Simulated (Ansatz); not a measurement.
Theory: DFT PBE, scalar-relativistic, plane waves, PAW in Ansatz 0.2.0. Cutoff 420 eV, Γ-centred meshes of about 0.25 Å⁻¹ or finer for metals and 0.3 Å⁻¹ for insulators (2π included), Gaussian smearing. No spin polarisation.

This relaxed Si2SnB3 cell comes from a structure search over trial cells.

```
CELL_PARAMETERS angstrom
3.40698 -4.14674 0.00000
3.40698 4.14674 0.00000
0.00000 0.00000 2.90710
ATOMIC_POSITIONS crystal
Si 0.50000 0.00000 0.50000
Si 0.00000 0.50000 0.50000
Sn 0.50000 0.50000 0.00000
B 0.10564 0.89436 0.50000
B 0.89436 0.10564 0.50000
B 0.00000 0.00000 0.00000
```

Wave vectors count in units of this cell's reciprocal vectors.

**Question.** Is this structure dynamically stable?

**Answer.** No. The phonons on a 1×1×4 q mesh of the computed 6-atom cell go imaginary, to 198i cm⁻¹ at q = (0.00, 0.00, -0.50). (Phonon run: 6×6×12 k mesh, Gaussian smearing of 0.10 eV.) With atoms moved at random and symmetry off, it falls by 28 meV/atom into Cmm2 (No. 35). Conventional cell: a = 6.814 Å, b = 8.264 Å, c = 5.921 Å. Si on its first site has 2 B at 2.10 Å, 1 Si at 2.41 Å and 2 Sn at 2.82 Å; Si on its second site has 2 B at 2.09 Å, 1 Si at 2.41 Å, 2 B at 2.97 Å and 4 Sn at 3.02–3.09 Å; around Sn on its first site lie 2 Sn at 2.93–2.99 Å and 4 Si at 3.02 Å; B on a site of symmetry m is surrounded by 3 B at 1.70–1.79 Å and 2 Si at 2.10 Å; 4 more sites not described.

```yaml
crystal:
  lattice:
    - [3.40708, -4.13177, 0.00000]
    - [3.40708, 4.13177, 0.00000]
    - [0.00000, 0.00000, 5.92072]
  atoms:
    - { symbol: Si, position: [0.50000, 0.00000, 0.68699] }
    - { symbol: Si, position: [0.50000, 0.00000, 0.27973] }
    - { symbol: Si, position: [0.00000, 0.50000, 0.68699] }
    - { symbol: Si, position: [0.00000, 0.50000, 0.27973] }
    - { symbol: Sn, position: [0.00000, 0.00000, 0.04315] }
    - { symbol: Sn, position: [0.00000, 0.00000, 0.53858] }
    - { symbol: B, position: [0.39154, 0.60846, 0.75268] }
    - { symbol: B, position: [0.39380, 0.60620, 0.24291] }
    - { symbol: B, position: [0.60846, 0.39154, 0.75268] }
    - { symbol: B, position: [0.60620, 0.39380, 0.24291] }
    - { symbol: B, position: [0.50000, 0.50000, 0.49788] }
    - { symbol: B, position: [0.50000, 0.50000, 0.99656] }
```

Phonons of metals hang on the k mesh and the smearing.
